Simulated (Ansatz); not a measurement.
# Computed properties of K

K:
```
CELL_PARAMETERS angstrom
      2.38549     1.37726    11.54979
     -2.38549     1.37726    11.54979
      0.00000    -2.75452    11.54979
ATOMIC_POSITIONS crystal
  K  0.00000 0.00000 0.00000
  K  0.77778 0.77778 0.77778
  K  0.22222 0.22222 0.22222
```

Space group R-3m (No. 166), 9R (Sm type); conventional cell a = b = 4.771 Å, c = 34.649 Å, α = β = 90.00°, γ = 120.00°.

Method: DFT-r²SCAN+D4 in the program Ansatz with PAW potentials. Geometry: relaxed at this level of theory. Other levels are named where they apply.

### Cell and energy

* **Volume per atom**: 75.89 Å³
* **Density**: 0.86 g/cm³

### Electronic structure

- Electronic character: metallic (no gap)
- Density of states at the Fermi level: 0.78 states/eV per atom (mean over ±0.08 eV)

The workflow started from a Materials Project entry (that database holds measured and hypothetical structures alike); the Crystallography Open Database copy checked does not list it. It is not the phase usual at ambient conditions (space group No. 229). The cell was relaxed with r²SCAN+D4 under the symmetry of its start; whether a distortion lowers the energy is not shown. The pairwise dispersion correction was not fitted to metals. Axis ratios of metals converge slowly with the k-mesh, so a and c are less sure than the volume.

Potentials: the later of the program's two PAW sets.
